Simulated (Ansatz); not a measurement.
### Question
Zn (hcp (Mg type), space group No. 194) is relaxed with DFT-r²SCAN in the program Ansatz with PAW potentials. What lattice parameters of the conventional cell result?

### Answer
a = 2.596 Å, c = 4.980 Å.

Its a lies over 2 % below tabulated measurements.

Space group P6_3/mmc (hcp (Mg type)). The r²SCAN relaxation kept the symmetry of its start. Axis ratios of metals converge slowly with the k-mesh, so a and c are less sure than the volume.

Potentials: the later of the program's two PAW sets.
